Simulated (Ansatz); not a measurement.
## La2In8Ir, one structure, two calculations

Cell: a measured structure from the Crystallography Open Database (COD) whose atoms were relaxed with PBE, the cell held.

```cif
data_La2In8Ir
_symmetry_space_group_name_H-M 'P4/mmm'
_symmetry_Int_Tables_number 123
_cell_length_a 4.7060
_cell_length_b 4.7060
_cell_length_c 12.3120
_cell_angle_alpha 90.000
_cell_angle_beta 90.000
_cell_angle_gamma 90.000
loop_
_atom_site_label
_atom_site_type_symbol
_atom_site_symmetry_multiplicity
_atom_site_Wyckoff_symbol
_atom_site_fract_x
_atom_site_fract_y
_atom_site_fract_z
La La 2 g 0.0000 0.0000 0.8056
In3 In 2 f 0.5000 0.0000 0.0000
In5 In 4 i 0.0000 0.5000 0.6199
In9 In 2 h 0.5000 0.5000 0.8080
Ir Ir 1 b 0.0000 0.0000 0.5000
```

One atom of each set is listed.

First run. All values are calculated (Ansatz; DFT, PBE, plane waves and PAW, scalar-relativistic, 420 eV cutoff, Γ-centred 7×7×3 k-points, Fermi–Dirac smearing 0.05 eV), not measured.

| site | V_zz (10²¹ V/m²) | η |
| --- | --- | --- |
| La | -0.32 | 0.00 |
| In3 | 11.19 | 0.10 |
| In5 | 22.3 | 0.37 |
| In9 | 8.67 | 0.00 |
| Ir | -1.64 | 0.00 |

Second run. The same atoms and settings, except that the functional is r2SCAN and the cutoff is 500 eV.

(1) Given the first result, estimate the second.

## Answers

(1) 

```json
{"site": "La", "V_zz": "-0.34", "η": "0.00", "change of V_zz": "-0.02"}
{"site": "In3", "V_zz": "11.77", "η": "0.12", "change of V_zz": "+0.58"}
{"site": "In5", "V_zz": "23.0", "η": "0.35", "change of V_zz": "+0.69"}
{"site": "In9", "V_zz": "8.81", "η": "0.00", "change of V_zz": "+0.14"}
{"site": "Ir", "V_zz": "-1.21", "η": "0.00", "change of V_zz": "+0.43"}
```

The largest change of V_zz is on In5, from 22.3 to 23.0. In per cent, |V_zz| changes by +2 to +5 on In (all sites that start above 2).

The run finds no gap above 0.1 eV (a metal, or nearly one), so the gradients can move by 10 % or more with the k-mesh. Spin–orbit coupling is left out, which shifts gradients on Ir by a few per cent in wide-gap crystals, and can shift them far more where the calculated gap is small or absent, as here.
